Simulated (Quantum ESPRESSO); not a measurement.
```
Cd2TeSe
1.0
    4.45345     0.00000     0.00000
    0.00000     4.45345     0.00000
    0.00000     0.00000     6.26273
Se Cd Te
1 2 1
Direct
  0.50000   0.50000   0.00000
  0.50000   0.00000   0.76741
  0.00000   0.50000   0.23259
  0.00000   0.00000   0.50000
```

Cell and atoms were relaxed with PBEsol from Materials Project entry mp-1226952, within its symmetry.

What does norm-conserving PBEsol (Quantum ESPRESSO, 102 Ry, with spin-orbit coupling) give for the electronic structure near the Fermi level?

The PBEsol gap is direct, 0.19 eV at Γ. So small a PBEsol gap in heavy elements may be inverted, where one-shot corrections to single bands mislead.

The structure is a Materials Project entry; no match was found in the copy of COD used, and its stability was not checked.
